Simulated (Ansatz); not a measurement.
Structure search: one ScCdC4N4 candidate

Computed with DFT PBE, scalar-relativistic, plane waves, PAW in Ansatz. Cutoff 420 eV, Gaussian smearing, Γ-centred meshes. Cell and atoms relax first on a coarse mesh and then on a finer one. In between, the cell is made exact in the group found at 0.06 Å. In metals the finer mesh still leaves noise of several meV/atom or more. The steps can't lower the symmetry of their start. No spin polarisation.

Recipe of this trial structure of ScCdC4N4: stacked square cyanide-bridged sheets (P4/mmm, No. 123). Its size is a rough estimate.

```xyz
10
Lattice="7.4826 0.0000 0.0000 0.0000 7.4826 0.0000 0.0000 0.0000 3.2419" Properties=species:S:1:pos:R:3 pbc="T T T"
Sc    3.7413    3.7413    0.0000
Cd    0.0000    0.0000    0.0000
C     1.4149    6.0677    0.0000
C     6.0677    1.4149    0.0000
C     1.4149    1.4149    0.0000
C     6.0677    6.0677    0.0000
N     2.2422    5.2404    0.0000
N     5.2404    2.2422    0.0000
N     2.2422    2.2422    0.0000
N     5.2404    5.2404    0.0000
```

Formation energies are uncorrected and refer to the elements' standard structures at the same level (N₂ as a molecule).

Question: What does it relax into?

Answer: The symmetry stays P4/mmm (No. 123). The volume per atom grows by 31.0 %, from 18.2 to 23.8 Å³. The shortest distance stays 1.17 Å (C–N). The energy falls by about 0.27 eV/atom (the start's value is from the coarse mesh). Conventional cell: a = 7.998 Å, c = 3.717 Å. Around Sc lie 4 N at 2.17 Å; around Cd lie 4 C at 2.32 Å; around C lie 1 N at 1.17 Å and 1 Cd at 2.32 Å; N is surrounded by 1 C at 1.17 Å and 1 Sc at 2.17 Å.

```
Sc Cd C N
1.0
     7.99800    0.00000    0.00000
     0.00000    7.99800    0.00000
     0.00000    0.00000    3.71673
Sc Cd C N
1 1 4 4
Cartesian
  3.9990 3.9990 0.0000
  0.0000 0.0000 0.0000
  1.6370 6.3610 0.0000
  6.3610 1.6370 0.0000
  1.6370 1.6370 0.0000
  6.3610 6.3610 0.0000
  2.4645 5.5335 0.0000
  5.5335 2.4645 0.0000
  2.4645 2.4645 0.0000
  5.5335 5.5335 0.0000
```

Question: Give its energy and gap.

Answer: The formation energy is +0.25 eV/atom and the gap on the 6×6×10 mesh of the 10-atom cell is 0 eV (a metal).

It can't be a ground state, since the elements alone are lower.

The last run used Gaussian smearing of 0.10 eV. The cell is a metal run without spin, though a test with spin on the coarse mesh kept 0.4 μB a cell, so a magnetic state probably lies lower. The reference form of C is held partly by dispersion forces, which this level lacks. A structure relaxed within its symmetry needn't be a true minimum.
